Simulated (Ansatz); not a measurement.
KI (rock salt)

```cif
data_I4K4
_chemical_formula_sum 'I4 K4'
_space_group_name_H-M_alt 'Fm-3m'
_space_group_IT_number 225
_space_group_name_Hall '-F 4 2 3'
_cell_length_a 7.09154
_cell_length_b 7.09154
_cell_length_c 7.09154
_cell_angle_alpha 90.000
_cell_angle_beta 90.000
_cell_angle_gamma 90.000
loop_
_atom_site_label
_atom_site_type_symbol
_atom_site_symmetry_multiplicity
_atom_site_Wyckoff_symbol
_atom_site_fract_x
_atom_site_fract_y
_atom_site_fract_z
_atom_site_occupancy
I1 I 4 a 0.00000 0.00000 0.00000 1
K1 K 4 b 0.50000 0.50000 0.50000 1
```
(The calculation used a cell of 2 atoms; values per cell refer to that cell.)

The relaxed cell is deformed in two ways at once: its volume V is scaled, and at that volume it is stretched along z (the c axis of the conventional cell) so that c/a changes. Fractional atomic positions are held.

Method: r2SCAN (plane waves to 500 eV, PAW, scalar-relativistic; Ansatz, a quantum-chemistry and plane-wave program). k mesh 8×8×8 (Γ-centred), Fermi-Dirac smearing 0.05 eV. E stands for the smeared free energy. Compression counts positive. KI was relaxed with its symmetry unable to fall. Spin-orbit coupling is left out, though I is heavy. The zero of ΔE is the relaxed starting cell.

ΔE (eV/atom), with V/V₀ across and (c/a)/(c/a)₀ down:

```
(c/a)/(c/a)₀ \ V/V₀   0.920   0.947   0.973   1.000   1.027   1.053   1.080
-------------------  ------  ------  ------  ------  ------  ------  ------
0.960                0.0193  0.0111  0.0063  0.0044  0.0051  0.0079  0.0125
0.973                0.0158  0.0079  0.0035  0.0019  0.0028  0.0059  0.0107
0.987                0.0138  0.0061  0.0018  0.0005  0.0015  0.0047  0.0097
1.000                0.0131  0.0056  0.0013  0.0000  0.0011  0.0044  0.0094
1.013                0.0137  0.0061  0.0018  0.0004  0.0015  0.0047  0.0097
1.027                0.0155  0.0077  0.0032  0.0017  0.0026  0.0057  0.0105
1.040                0.0183  0.0102  0.0055  0.0037  0.0044  0.0072  0.0119
```

P (GPa), with V/V₀ across and (c/a)/(c/a)₀ down:

| (c/a)/(c/a)₀ \ V/V₀ | 0.920 | 0.947 | 0.973 | 1.000 | 1.027 | 1.053 | 1.080 |
|---|---|---|---|---|---|---|---|
| 0.960 | 1.36 | 0.86 | 0.44 | 0.07 | -0.24 | -0.51 | -0.73 |
| 0.973 | 1.31 | 0.82 | 0.40 | 0.03 | -0.27 | -0.54 | -0.76 |
| 0.987 | 1.29 | 0.79 | 0.37 | 0.01 | -0.29 | -0.56 | -0.78 |
| 1.000 | 1.28 | 0.78 | 0.36 | 0.00 | -0.30 | -0.56 | -0.78 |
| 1.013 | 1.29 | 0.79 | 0.37 | 0.01 | -0.30 | -0.56 | -0.78 |
| 1.027 | 1.31 | 0.82 | 0.39 | 0.03 | -0.28 | -0.54 | -0.76 |
| 1.040 | 1.35 | 0.85 | 0.43 | 0.06 | -0.25 | -0.51 | -0.74 |

Read from the data:

The shear modulus C′ = (C11 − C12)/2 (fit, atoms clamped) is 13.5 GPa. Lowest place on the grid: V/V₀ = 1.000, (c/a)/(c/a)₀ = 1.000 (0.0 meV/atom). Highest place on the grid: V/V₀ = 0.920, (c/a)/(c/a)₀ = 0.960 (19.3 meV/atom).

The 49 points together took roughly 9 core-minutes.

(A scan under strain: stresses follow from slopes of the energy per volume, elastic moduli from its curvatures.)
